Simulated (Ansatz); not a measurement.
# La: from a starting cell to a relaxed one

The start is a relaxed La cell deformed by the Cartesian strain tensor (xx, yy, zz, yz, xz, xy) = (0.075, 0.156, 0.158, -0.051, 0.030, -0.099). Cell shape, volume and atoms are optimised at zero target pressure with PBE (plane waves to 420 eV, PAW, scalar-relativistic; Ansatz, a program for electronic structure). The first steps use a coarse 10×9×3 k-mesh.

Input geometry:
```
La
1.0
    4.05313    -0.37326     0.11500
   -2.34982     3.96123    -0.22402
    0.36847    -0.61613    13.98985
La
4
Direct
  0.00000   0.00000   0.00000
  0.00000   0.00000   0.50000
  0.33333   0.66667   0.25000
  0.66667   0.33333   0.75000
```

Question: How large is the pressure on the unrelaxed cell, and of which sign?

Answer: -5.4 GPa (negative: the cell is under tension).

Question: What is the largest force in the starting geometry, and on which atom (counted from 1)?

Answer: 0.09 eV/Å, on La3, La4 (atoms numbered as listed).

Question: By how much does the energy per atom fall from start to end?

Answer: 0.42 eV/atom.

Question: How does the volume per atom move from start to end?

Answer: -29.7 %, from 52.95 to 37.21 Å³/atom.

Question: Does it find its way back to the structure it was made from?

Answer: It returns to the parent structure, P6₃/mmc (No. 194).

Question: What band gap does the relaxed structure have at this level?

Answer: Zero (metallic).

Final structure:

```cif
data_La4
_chemical_formula_sum 'La4'
_space_group_name_H-M_alt 'P63/mmc'
_space_group_IT_number 194
_space_group_name_Hall '-P 6c 2c'
_cell_length_a 3.77145
_cell_length_b 3.77145
_cell_length_c 12.08206
_cell_angle_alpha 90.000
_cell_angle_beta 90.000
_cell_angle_gamma 120.000
loop_
_atom_site_label
_atom_site_type_symbol
_atom_site_symmetry_multiplicity
_atom_site_Wyckoff_symbol
_atom_site_fract_x
_atom_site_fract_y
_atom_site_fract_z
_atom_site_occupancy
La1 La 2 a 0.00000 0.00000 0.00000 1
La2 La 2 d 0.66667 0.33333 0.25000 1
```

Final values are on a 14×14×4 k-mesh of the relaxed cell. No spin polarisation in the result.

The run could not lose the symmetry of its start.
